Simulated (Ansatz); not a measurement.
Cu (fcc (Cu type)), relaxed and computed with several functionals in Ansatz (plane waves, PAW).

```tsv
functional	a (Å)
r²SCAN	3.578
PBE	3.628
r²SCAN+D4	?
```

**Question.** What belongs in the gaps?

**Answer.** 
- r²SCAN+D4, a (Å): 3.562

All cells were relaxed under the symmetry of their starts (and spin orders); stability against distortions was not tested throughout. Rows with no word on spin ran without spin polarisation.

Potentials: the earlier of the program's two PAW sets.

Ansatz (a program for electronic structure) is a plane-wave DFT program.
